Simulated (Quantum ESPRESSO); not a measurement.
# Planted mistakes on one cell of Al2SiN2O2

These are calculations, not measurements. They come from pw.x of Quantum ESPRESSO 7.5, a plane-wave density functional program, with PseudoDojo standard norm-conserving files (v0.5 for PBE, v0.4.1 for LDA and PBEsol). The cells are made up: elements, strain and atom displacements were drawn at random, and nothing was relaxed. There is no spin polarisation, spin-orbit coupling or dispersion term.

The cell has 8 sites of a wurtzite lattice (rectangular cell). Sites 1 to 4 hold Al Al Si empty; sites 5 to 8 hold N O N O. Cell vectors in Å: (3.088, 0.039, 0.012); (0.067, 5.186, 0.010); (0.019, 0.010, 4.979). Settings: PBE, cutoff 1143 eV, 6 x 4 x 4 k mesh shifted by half a step, Fermi-Dirac smearing of 0.025 eV.

The intended run has a self-consistency threshold of 1e-07 eV, a smearing term of 0.000 eV, a pressure of -9.96 GPa and 11 iterations. Each further run changes one thing: all lengths scaled by 1.0193; atoms of sites 2 and 6 exchanged; cutoff 804 eV; files of LDA; k mesh 2 x 2 x 2; one electron added; smearing 0.35 eV; threshold 0.3 eV. A coarse mesh keeps the shift, and a charged cell sits in a uniform background.

| run | change of free energy (eV) | smearing term -TS (eV) | change of P (GPa) | largest change of a force component (eV/Å) | iterations |
| --- | --- | --- | --- | --- | --- |
| A | -1.905 | 0.000 | -8.42 | 0.296 | 11 |
| B | 0.403 | 0.000 | -7.17 | 0.422 | 12 |
| C | 0.426 | 0.000 | -6.05 | 0.012 | 11 |
| D | 12.917 | -0.004 | 27.16 | 15.419 | 13 |
| E | 0.039 | 0.000 | -1.52 | 0.337 | 4 |
| F | 10.227 | -0.007 | 32.27 | 1.015 | 12 |
| G | -0.585 | 0.000 | -0.40 | 0.361 | 11 |
| H | -0.004 | -0.027 | 0.08 | 0.013 | 11 |

A rerun of the intended cell at 1437 eV and k mesh 8 x 6 x 6 moved values by no more than 0.002 eV in the cell's energy, 0.02 GPa in stress and 0.003 eV/Å in force.

Question: which change belongs to which run?

## Worked reading

Run E has the fewest iterations, as a run stopped early does. Run H has the largest smearing term, as wide smearing gives. Run B changes the volume by a factor of 1.0590; minus its pressure change over the logarithm of that factor, 125 GPa, is a rough bulk modulus with clamped atoms. Energies from files of another functional, or of a charged cell, have another zero and say nothing on stability; the pressure of a charged cell rests on the program's zero of potential too.

## Key

| run | change |
| --- | --- |
| A | files of LDA |
| B | all lengths scaled by 1.0193 |
| C | cutoff 804 eV |
| D | atoms of sites 2 and 6 exchanged |
| E | threshold 0.3 eV |
| F | one electron added |
| G | k mesh 2 x 2 x 2 |
| H | smearing 0.35 eV |